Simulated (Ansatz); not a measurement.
A generator proposed this cell of TiGeSe4.

```xyz
6
Lattice="0.0000 4.5279 4.5279 4.5279 0.0000 4.5279 4.5279 4.5279 0.0000" Properties=species:S:1:pos:R:3 pbc="T T T"
Ti    0.0000    0.0000    0.0000
Ge    6.7919    6.7919    6.7919
Se    5.6601    3.3958    5.6601
Se    3.3958    3.3958    3.3958
Se    3.3958    5.6601    5.6601
Se    5.6601    5.6601    3.3958
```

The calculation used DFT PBE, scalar-relativistic, plane waves, PAW in Ansatz. Settings: cutoff 420 eV, Γ-centred mesh 4×4×4 on the computed 6-atom cell, Gaussian smearing of 0.10 eV; collinear spin from starting moments 1.0 0.0 0.0 0.0 0.0 0.0 μB.

The zero of energy is the elements' standard structures at the same level; no fitted shifts are applied.

Question: How far from equilibrium is it?

Answer: The pressure is -8.9 GPa (it wants to contract), the largest force is 0.01 eV/Å, and the energy is +1.03 eV/atom against the elements. The shortest distance is 3.20 Å.

Question: How much does it gain on relaxing, and where does it end?

Answer: Relaxing gains about 0.40 eV/atom (the start's value is from the coarse mesh, so the gain is rough) in 11 ionic steps and ends at +0.62 eV/atom on the finer mesh. The symmetry stays F-43m (No. 216). The volume per atom shrinks by 31.0 %, from 30.9 to 21.3 Å³. The shortest distance goes from 3.20 Å (Se–Se) to 2.81 Å (Se–Se). Conventional cell: a = 8.000 Å. Ti is surrounded by 12 Se at 3.32 Å and 4 Ge at 3.46 Å; Ge is surrounded by 12 Se at 3.32 Å and 4 Ti at 3.46 Å; around Se lie 6 Se at 2.81–2.84 Å, 3 Ti at 3.32 Å and 3 Ge at 3.32 Å.

The last run used collinear spin, an 8×8×8 mesh for its 6-atom cell and Gaussian smearing of 0.10 eV. The reference form of Se is held partly by dispersion forces, which this level lacks. Another magnetic order may lie lower. The relaxation can't lower the symmetry of the start. Symmetry constrained the relaxation, so the result can be a saddle point. Another cell of TiGeSe4 relaxed alike but without spin, in P-3m1, lies 1.25 eV/atom lower, so this cell isn't the stable form at this level.
